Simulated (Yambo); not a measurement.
Convergence of the G0W0 gap of MgH₂

G0W0@PBEsol for MgH2 (space group Pca2_1, No. 29) in Yambo. Reference settings: 2×2×2 Γ-centred k mesh, bands 17 to 159 and a 7 Ry block in the screening, 159 bands in G with the Bruneval-Gonze terminator, plasmon pole fitted at 27.2 eV. The PBEsol gap Γ → (0, -0.5, 0) on this mesh is 2.08 eV; G0W0 gaps are taken between the same points.

```
change from the reference       G0W0 gap Γ → (0, -0.5, 0) (eV)  shift of the valence edge (eV)        rough Yambo cost
------------------------------  ------------------------------  ------------------------------  ----------------------
reference settings                                        3.76                           -1.02                       1
64 bands in W, 64 bands in G                              3.71                           -0.71  within a factor of two
105 bands in W, 105 bands in G                            3.73                           -0.91  within a factor of two
64 bands in G                                             3.75                           -0.94                       –
105 bands in G                                            3.75                           -1.00                       –
78 bands in W                                             3.72                           -0.85  within a factor of two
2 Ry block                                                3.47                           -0.66  within a factor of two
3 Ry block                                                3.51                           -0.79  within a factor of two
6 Ry block                                                3.69                           -0.96  within a factor of two
pole fitted at 10 eV                                      3.72                           -0.91                       –
no random integration                                     3.70                           -0.80                       –
64 bands in G, no terminator                              3.63                           -0.56                       –
105 bands in G, no terminator                             3.69                           -0.82                       –
no terminator                                             3.73                           -0.94                       –
```

The reference isn't shown to be the converged limit. Costs are rough (shared machines), scaled to the same edge states, and given only for runs that recompute the screening.

Geometry of the Materials Project entry, not relaxed at this level; primitive cell a = 4.864 Å, b = 4.646 Å, c = 4.739 Å, α = β = γ = 90.00°.

The structure is a Materials Project entry; no match was found in the copy of COD used, and its stability was not checked.

A shift is the quasiparticle energy of the state minus its PBEsol energy.
